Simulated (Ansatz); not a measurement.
Problem. Each is relaxed and computed with r²SCAN in the plane-wave PAW code Ansatz. Which is the only one with a gap?
A) Ta2Cd2O7, Fd-3m (Ta on 16c, Cd on 16d, O on 48f, O on 8b)
B) CdAsPt5, P4/mmm (Cd on 1c, As on 1b, Pt on 4i, Pt on 1a)
C) TaSi2, P6_422 (Ta on 3c, Si on 6i)
D) TaSiAs, P4/nmm (Ta on 2c, Si on 2a, As on 2c)

Solution. A, Ta2Cd2O7, Fd-3m (Ta on 16c, Cd on 16d, O on 48f, O on 8b). Ta2Cd2O7: gap 2.65 eV (indirect); CdAsPt5: metal; TaSi2: metal; TaSiAs: metal. Standing as an ambient phase not checked: Ta2Cd2O7, Fd-3m (Ta on 16c, Cd on 16d, O on 48f, O on 8b); CdAsPt5, P4/mmm (Cd on 1c, As on 1b, Pt on 4i, Pt on 1a); TaSi2, P6_422 (Ta on 3c, Si on 6i); TaSiAs, P4/nmm (Ta on 2c, Si on 2a, As on 2c). All cells were relaxed under the symmetry of their starts (and spin orders); stability against distortions was not tested throughout. Rows with no word on spin ran without spin polarisation. Spin–orbit coupling is left out wherever it is not named.

Potentials: the later of the program's two PAW sets.
